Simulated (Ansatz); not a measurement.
Ag₃Sb in space group Pmm2 (No. 25; Sb on 1a, Ag on 1c, Ag on 1b, Ag on 1d), plane-wave PAW LDA (Ansatz code), all energies at zero smearing, with the estimated change up to a 700 eV cutoff added, with one set of potentials and settings (totals compare only within such a set). Cell of 4 atoms (1 Sb, 3 Ag): -28709.917 eV.

```json
[
 {"element": "Sb", "reference phase": "R-3m, 2 atoms in the cell", "E (eV/atom)": "-6335.8223"},
 {"element": "Ag", "reference phase": "P6_3/mmc, 4 atoms in the cell", "E (eV/atom)": "-7458.1511"}
]
```

Formation energy per atom, worked out: (-28709.917 − 1×(-6335.8223) − 3×(-7458.1511))/4 = 0.090 eV/atom (9 kJ per mol of atoms), at 0 K, without zero-point energy or fitted corrections.

The workflow started from an entry of the Crystallography Open Database (COD), which files this formula under 2 space groups. Its standing as an ambient phase is unchecked. Symmetry was held in the LDA relaxation; of distortions, only those at the zone centre were tested. The run is not spin-polarised. The references are the lowest solids computed at this level, not always the standard phases. Spin–orbit coupling is left out wherever it is not named.

Potentials: the later of the program's two PAW sets.
